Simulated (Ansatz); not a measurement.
TaRu:
```
CELL_PARAMETERS angstrom
      3.04606     0.00000     0.00000
      0.00000     3.04606     0.00000
      0.00000     0.00000     3.39093
ATOMIC_POSITIONS crystal
  Ta 0.50000 0.50000 0.50000
  Ru 0.00000 0.00000 0.00000
```

Relaxed with r²SCAN. Special points in fractions of this cell's reciprocal vectors: Γ (0.000, 0.000, 0.000); X (0.000, 0.500, 0.000); M (0.500, 0.500, 0.000); Z (0.000, 0.000, 0.500); R (0.000, 0.500, 0.500); A (0.500, 0.500, 0.500).

Problem. List the band energies nearest the Fermi level at these points for r²SCAN with spin–orbit coupling (plane waves, PAW; program Ansatz).

Solution. In eV from the Fermi level; about four levels below and three above (degenerate sets whole), none deeper than 8.9 eV; points with the same levels are listed once.

```json
[
 {"k": "Γ", "below": "-2.49 -2.49 -1.66 -1.66", "above": "0.52 0.52 1.96 1.96"},
 {"k": "X", "below": "-1.37 -1.37 -0.75 -0.75", "above": "0.60 0.60 1.81 1.81"},
 {"k": "M", "below": "-4.88 -4.88 -4.87 -4.87", "above": "0.35 0.35 0.85 0.85"},
 {"k": "Z", "below": "-1.91 -1.91 -1.00 -1.00", "above": "0.03 0.03 0.67 0.67"},
 {"k": "R", "below": "-3.65 -3.65 -0.88 -0.88", "above": "0.03 0.03 0.65 0.65"},
 {"k": "A", "below": "-2.74 -2.74 -0.34 -0.34", "above": "0.40 0.40 4.06 4.06"}
]
```

Space group P4/mmm (L1₀ or tetragonal B2). The first step of the workflow began from a Materials Project structure, measured or hypothetical; the Crystallography Open Database files this formula in space group No. 123, but the cells were not matched. Its standing as an ambient phase is unchecked. Symmetry was held in the r²SCAN relaxation; its stability against distortions is not shown here. No spin polarisation was allowed.

Potentials: the earlier of the program's two PAW sets. The files were generated under PBE; for other functionals the program regenerates the frozen cores, and for LDA and PBEsol the local potential too.
